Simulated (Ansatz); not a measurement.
One crystal and one scan (frozen-phonon scan) at two levels, PBE (plane waves to 420 eV, PAW, scalar-relativistic; Ansatz, a first-principles code) and r2SCAN (plane waves to 500 eV, PAW, scalar-relativistic; Ansatz), each from its own relaxed cell and on its own mesh. The cell shown is that of PBE.

SiC (zinc blende)

```xyz
4
Lattice="0.0000 4.3797 4.3797 2.1899 2.1899 4.3797 2.1899 2.1899 0.0000" Properties=species:S:1:pos:R:3 pbc="T T T"
C      3.2848     7.6645     7.6645
C      3.2848     5.4747     5.4747
Si     0.0000     0.0000     0.0000
Si     2.1899     4.3797     6.5696
```

The atoms are displaced by Q × the pattern below (from a DFPT mode at X = (0.5, 0.5, 0.0), largest move 1; Q in Å), at fixed cell. (q is in reciprocal vectors of the primitive cell; the cell shown is doubled to hold the pattern.)

```
atom      x      y       z
----  -----  -----  ------
C1    0.000  0.000  -1.000
C2    0.000  0.000   1.000
```

Atoms not listed stay in place.

SiC was relaxed with its symmetry unable to fall. The PAW data are Ansatz's earlier set. Percentages come from the unrounded values. Both scans cover Q from -0.100 to 0.100 Å.

Results of PBE:

```
Quantity                                                                                                                                          Result
----------------------------------------------------------------------------------------  --------------------------------------------------------------
Lattice constant a (Å)                                                                                                                             4.380
Energy at Q = 0.100 Å (meV/cell)                                                                                                                     285
Harmonic wavenumber from the curvature (finite differences) (cm⁻¹ (negative: imaginary))                                                             804
Space group of the distorted cell                                                                                    P-4m2 (No. 115), lowered from F-43m
Symmetry of the curve                                                                                                      even: the same for both signs
Shape of the curve                                                                        a single well with its minimum at or next to zero displacement
```

Problem. What does r2SCAN give for the same quantities?

Solution. 
```
quantity                                                                                  r2SCAN     PBE − r2SCAN
----------------------------------------------------------------------------------------  ------  ---------------
Lattice constant a (Å)                                                                     4.357  +0.023 (+0.5 %)
Energy at Q = 0.100 Å (meV/cell)                                                             306     -21 (-7.0 %)
Harmonic wavenumber from the curvature (finite differences) (cm⁻¹ (negative: imaginary))     834     -30 (-3.6 %)
```

PBE gives the higher value for: lattice constant a. PBE gives the lower value for: energy at Q = 0.100 Å; harmonic wavenumber from the curvature. Both give the same space group of the distorted cell: P-4m2 (No. 115), lowered from F-43m.

(A displaced cell: forces are minus the slopes of the energy, force constants its curvatures, and phonons follow from these.)
